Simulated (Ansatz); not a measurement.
KCaF$_{3}$ (cubic perovskite, Pm-3m), plane-wave PAW r²SCAN (Ansatz code). The conduction-band minimum lies at Γ, with 1 equivalent valley. Second derivatives d²E/dk² of the lowest band at one valley (eV·Å²), along Cartesian directions:

| direction | d²E/dk² |
|---|---|
| [100] | 13.55 |
| [010] | 13.55 |
| [001] | 13.55 |
| [110] | 13.55 |
| [101] | 13.55 |
| [011] | 13.55 |

Task: Find the principal effective masses, the density-of-states mass and the conductivity mass.

Result: Off-diagonal terms follow from H_xy = H[110] − (H_xx + H_yy)/2, and m*/mₑ = 7.620 eV·Å² over each eigenvalue: 0.56, 0.56, 0.56. One valley's DOS mass (m₁m₂m₃)^(1/3) = 0.56, conductivity mass 3/(Σ 1/mᵢ) = 0.56 mₑ.

Task: What effective density of states Nc follows at 300 K for parabolic valleys?

Result: Nc = 2.509e19 × 1 × (0.56)^(3/2) ≈ 1.1e19 cm⁻³.

The first step of the workflow began from a Materials Project structure, measured or hypothetical; the Crystallography Open Database copy checked does not list it. Whether it is the stable phase at ambient conditions was not checked. The r²SCAN relaxation kept the symmetry of its start; of distortions, only those at the zone centre were tested, and some modes there are weakly imaginary.

Potentials: the later of the program's two PAW sets.

Edges and masses are those of Kohn–Sham bands, whose gap is no quasiparticle gap.
